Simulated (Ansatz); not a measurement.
## Guessed and relaxed cells of Zn2C

Recipe of this trial structure of Zn2C: random sheet by layer group and Wyckoff sites. Its size is a rough estimate.

The sheet is periodic along a and b; c holds vacuum. Symmetry isn't written into the files.

start.cif

```cif
data_structure
_symmetry_space_group_name_H-M 'P 1'
_symmetry_Int_Tables_number 1
_cell_length_a 4.4012
_cell_length_b 4.4012
_cell_length_c 17.0000
_cell_angle_alpha 90.000
_cell_angle_beta 90.000
_cell_angle_gamma 120.000
_cell_volume 285.18
loop_
_atom_site_label
_atom_site_type_symbol
_atom_site_fract_x
_atom_site_fract_y
_atom_site_fract_z
_atom_site_occupancy
Zn1 Zn 0.00000 0.00000 0.56879 1
Zn2 Zn 0.00000 0.00000 0.43121 1
C1 C 0.00000 0.00000 0.50000 1
```

Computed with Ansatz 0.2.0, DFT PBE, scalar-relativistic, plane waves, PAW. Cutoff 420 eV, Gaussian smearing, Γ-centred meshes. In-plane cell and atoms relax first on a coarse mesh and then on a finer one. In metals the finer mesh still leaves noise of several meV/atom or more. The steps can't lower the symmetry of their start. No spin polarisation in the relaxation; trial moments died out in a coarse test.

end.cif

```cif
data_structure
_symmetry_space_group_name_H-M 'P 1'
_symmetry_Int_Tables_number 1
_cell_length_a 2.5589
_cell_length_b 2.5589
_cell_length_c 32.3494
_cell_angle_alpha 90.000
_cell_angle_beta 90.000
_cell_angle_gamma 120.000
_cell_volume 183.44
loop_
_atom_site_label
_atom_site_type_symbol
_atom_site_fract_x
_atom_site_fract_y
_atom_site_fract_z
_atom_site_occupancy
Zn1 Zn 0.00000 0.00000 0.32737 1
Zn2 Zn 0.00000 0.00000 0.19815 1
C1 C 0.00000 0.00000 0.26276 1
```

The symmetry stays p6/mmm (No. 80). The area per atom shrinks by 66.2 %, from 5.6 to 1.9 Å². The shortest distance goes from 1.17 Å (Zn–C) to 2.09 Å (Zn–C). The energy falls by about 9.5 eV/atom (the start's value is from the coarse mesh). The program sets the height of the box itself, so the height of the cell differs between start and end.

| Quantity | Value |
| --- | --- |
| Layer group | p6/mmm (No. 80) |
| In-plane cell | a = 2.559 Å, b = 2.559 Å, γ = 120.0° |
| Area per atom | 1.89 Å² |
| Thickness between the outermost nuclei | 4.18 Å |
| Energy over the elements | +1.60 eV/atom |
| Gap on the 24×24×1 mesh of the 3-atom cell | 0 eV (a metal) |

The zero of energy is the elements' standard structures at the same level; no fitted shifts are applied. The separate elements lie lower, so it is unstable against them.

The last run used Gaussian smearing of 0.10 eV. The reference form of C is held partly by dispersion forces, which this level lacks. A structure relaxed within its symmetry needn't be a true minimum. In all, the 4 runs took 4.2 min on 1 thread of Arm Neoverse V1 (shared host).
